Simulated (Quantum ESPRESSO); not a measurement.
Band energies of LiHS

```xyz
12
Lattice="6.1011 0.0000 0.0000 0.0000 3.9234 0.0000 0.0000 0.0000 7.8328" Properties=species:S:1:pos:R:3 pbc="T T T"
H      0.0000     0.0413     7.3168
H      0.0000     3.8821     3.4004
H      3.0506     3.4331     3.9089
H      3.0506     0.4903     7.8253
Li     1.5243     1.9493     1.9466
Li     4.5768     1.9741     5.8630
Li     4.5768     1.9493     1.9466
Li     1.5243     1.9741     5.8630
S      0.0000     0.0124     5.9748
S      0.0000     3.9111     2.0585
S      3.0506     2.0911     3.9132
S      3.0506     1.8324     7.8296
```

LDA (Quantum ESPRESSO, PseudoDojo norm-conserving, 74 Ry, scalar-relativistic); path ΓXSYΓZURTZ,YT,UX,SR; energies in eV from the valence-band maximum.

| k (1/Å) | point | band 16 | band 17 | band 18 | band 19 | band 20 | band 21 | band 22 | band 23 |
|---|---|---|---|---|---|---|---|---|---|
| 0.00 | Γ | -0.89 | -0.70 | -0.68 | -0.47 | 0.00 | 3.23 | 3.60 | 4.01 |
| 0.20 |  | -1.01 | -0.89 | -0.79 | -0.63 | -0.08 | 3.46 | 4.03 | 4.57 |
| 0.60 |  | -1.65 | -1.09 | -0.92 | -0.65 | -0.54 | 4.00 | 4.25 | 4.45 |
| 0.80 | X | -1.44 | -1.00 | -0.92 | -0.90 | -0.52 | 3.96 | 4.10 | 4.23 |
| 1.32 | S | -1.20 | -1.13 | -1.09 | -0.56 | -0.43 | 4.01 | 5.19 | 5.39 |
| 1.72 |  | -1.16 | -1.05 | -0.83 | -0.76 | -0.54 | 3.89 | 5.57 | 5.71 |
| 1.92 |  | -1.12 | -0.80 | -0.73 | -0.71 | -0.58 | 3.77 | 4.37 | 4.51 |
| 2.12 | Y | -1.10 | -0.71 | -0.70 | -0.56 | -0.47 | 3.72 | 3.79 | 3.92 |
| 2.37 |  | -0.72 | -0.71 | -0.69 | -0.47 | -0.47 | 3.53 | 3.75 | 3.90 |
| 2.63 | Γ | -0.89 | -0.70 | -0.68 | -0.47 | 0.00 | 3.23 | 3.60 | 4.01 |
| 3.03 | Z | -1.65 | -0.59 | -0.59 | -0.32 | -0.32 | 3.79 | 3.79 | 4.78 |
| 3.35 |  | -1.55 | -1.24 | -1.24 | -0.44 | -0.44 | 4.80 | 4.80 | 5.31 |
| 3.51 |  | -1.60 | -1.42 | -1.42 | -0.58 | -0.58 | 4.93 | 4.93 | 5.49 |
| 3.83 | U | -1.30 | -1.25 | -1.25 | -0.89 | -0.89 | 4.80 | 4.80 | 5.20 |
| 4.00 |  | -1.32 | -1.20 | -1.20 | -0.85 | -0.85 | 4.93 | 4.93 | 5.30 |
| 4.35 | R | -1.34 | -1.08 | -1.08 | -0.77 | -0.77 | 5.69 | 5.69 | 6.04 |
| 4.67 |  | -1.64 | -0.86 | -0.86 | -0.81 | -0.81 | 5.85 | 5.85 | 6.06 |
| 4.83 |  | -1.53 | -0.81 | -0.81 | -0.79 | -0.79 | 5.25 | 5.25 | 5.80 |
| 5.15 | T | -1.16 | -0.76 | -0.76 | -0.59 | -0.59 | 3.88 | 3.88 | 5.51 |
| 5.32 |  | -1.38 | -0.61 | -0.61 | -0.56 | -0.56 | 3.85 | 3.85 | 5.28 |
| 5.66 | Z | -1.65 | -0.59 | -0.59 | -0.32 | -0.32 | 3.79 | 3.79 | 4.78 |
| 5.66 | Y | -1.10 | -0.71 | -0.70 | -0.56 | -0.47 | 3.72 | 3.79 | 3.92 |
| 5.86 |  | -1.12 | -0.79 | -0.67 | -0.62 | -0.51 | 3.82 | 3.92 | 4.31 |
| 6.06 | T | -1.16 | -0.76 | -0.76 | -0.59 | -0.59 | 3.88 | 3.88 | 5.51 |
| 6.06 | U | -1.30 | -1.25 | -1.25 | -0.89 | -0.89 | 4.80 | 4.80 | 5.20 |
| 6.27 |  | -1.38 | -1.09 | -0.90 | -0.89 | -0.77 | 4.27 | 4.31 | 4.80 |
| 6.47 | X | -1.44 | -1.00 | -0.92 | -0.90 | -0.52 | 3.96 | 4.10 | 4.23 |
| 6.47 | S | -1.20 | -1.13 | -1.09 | -0.56 | -0.43 | 4.01 | 5.19 | 5.39 |
| 6.60 |  | -1.19 | -1.09 | -1.06 | -0.58 | -0.56 | 4.28 | 5.28 | 5.44 |
| 6.87 | R | -1.34 | -1.08 | -1.08 | -0.77 | -0.77 | 5.69 | 5.69 | 6.04 |

The LDA gap is direct, 3.23 eV at Γ.

Geometry of the Materials Project entry, not relaxed at this level.

Letters of k points follow the standard setting of the lattice, whose axes may be ordered differently from the printed cell.
